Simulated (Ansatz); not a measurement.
Si: energy along a strain

Si, I4_1/amd, a = 4.765 Å, c = 2.611 Å. This isn't the element's structure at ambient conditions. Ansatz: LDA, PAW, 420 eV, Γ-centred 26×26×26 mesh on 2 atoms, Gaussian smearing 0.15 eV; no spin polarisation. Cell vectors (Å): -2.382 2.382 1.305; 2.382 -2.382 1.305; 2.382 2.382 -1.305. The cell is strained by x per cent times the pattern (0 0 0 0 0 1) in the order xx yy zz yz xz xy (engineering shears), with fractional coordinates held. y is the free energy over the start, V0 = 14.818 Å³/atom. Symmetry makes y even in x.

| x (%) | y (meV/atom) |
| --- | --- |
| -4.00 | ? |
| -2.00 | 1.51 |
| 0.00 | 0.00 |
| 1.00 | 0.38 |
| 2.50 | 2.37 |
| 3.00 | 3.42 |
| 3.50 | 4.66 |

Fit y = c2 x² + c4 x⁴ to the other rows, get the stiffness along the pattern, and predict the missing energy.

Least squares on the rows shown. y = 0.3775 x² + 0.0002419 x⁴. The clamped-ion stiffness p·C·p = 2 × 3.775 eV × 160.2 / 14.818 Å³ = 82 GPa, which is C66 in these axes. At x = -4.00 the fit asked for gives 6.10 meV/atom. The run gave 6.09 meV/atom, so the fit is 0.01 meV/atom too high, a small miss on the scale of the series.